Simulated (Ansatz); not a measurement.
# TlZn: reading a single point

```
Zn Tl
1.0
     6.29363    0.00000    0.00000
     0.00000    7.83515    0.00000
     0.00000    0.00000    8.21370
Zn Tl
8 8
Direct
  0.45390 0.11150 0.86730
  0.04610 0.88850 0.36730
  0.95390 0.38850 0.13270
  0.54610 0.61150 0.63270
  0.54610 0.88850 0.13270
  0.95390 0.11150 0.63270
  0.04610 0.61150 0.86730
  0.45390 0.38850 0.36730
  0.14200 0.08410 0.10830
  0.35800 0.91590 0.60830
  0.64200 0.41590 0.89170
  0.85800 0.58410 0.39170
  0.85800 0.91590 0.89170
  0.64200 0.08410 0.39170
  0.35800 0.58410 0.10830
  0.14200 0.41590 0.60830
```

Method: PBE, no spin polarisation; PAW, plane waves to 420 eV, 6×5×4 Γ-centred mesh, fermi-dirac occupations (width 0.1 eV) (Ansatz 0.2.0), atoms fixed.

(1) How is the charge shared?

(2) Which atom feels the largest force, and which way?

(3) Is the cell too large or too small?

(4) What do density and ELF say about some of the short contacts?

(5) Metal or insulator?

Origin: a known structure type with other elements, at an estimated volume, so it need not be a known compound.

## Answers

(1) Bader charges in e: Tl -0.08, Zn +0.08. In the mean Zn gives up most and Tl takes most.

(2) The largest is on Tl10 (and as large on other atoms): 1.02 eV/Å, components (-0.80, -0.40, 0.49). It makes 88° with the line to a nearest neighbour, Zn4 at 2.67 Å.

(3) The pressure is 3.6 GPa (compression positive), so with the atoms held at these fractions the cell would first expand; the forces are large, so a full relaxation may end otherwise. The principal stresses 2.7, 4.0, 4.2 GPa differ, so its shape would change too.

(4) Zn–Tl at 2.67 Å: least valence density 0.31 e/Å³ and ELF 0.30 there. Tl–Tl at 2.85 Å: least valence density 0.30 e/Å³ and ELF 0.25 there. Zn–Zn at 2.85 Å: least valence density 0.17 e/Å³ and ELF 0.29 there. Both are smooth PAW fields, read partly inside the augmentation spheres.

(5) It is a metal, with about 6.9 states/eV a cell as the mean within 0.25 eV of the Fermi level, mostly Tl p (73 %).
